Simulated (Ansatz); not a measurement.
W in space group P4_2/mnm (No. 136; Pearson symbol tP30) at seven volumes, PBE (plane waves, PAW; program Ansatz), shape and atoms relaxed at each. One row is withheld.

```
V (Å³/atom)  P (GPa)
-----------  -------
14.954         33.38
15.447         20.51
15.940          9.47
16.433         -0.01
16.926         -8.14
17.419        -15.10
17.912             ?
```

Fit the shown pressures and predict the withheld one.

P = (3/2)B₀(x^(7/2) − x^(5/2))[1 + (3/4)(B′ − 4)(x − 1)] with x = (V₀/V)^(2/3). Least squares on the six rows gives V₀ = 16.433 Å³/atom, B₀ = 292 GPa, B′ = 4.08. At V = 17.912, x = 0.9442 and P = -21.11 GPa. The run itself gave -21.04 GPa.

The start of the workflow was typed in or built on a structure type; neither database checked (COD, Materials Project) lists it. It is not the phase usual at ambient conditions (space group No. 229). The PBE relaxation kept the symmetry of its start; its stability against distortions is not shown here. No spin polarisation was allowed. Spin–orbit coupling is left out wherever it is not named.

Potentials: the later of the program's two PAW sets.
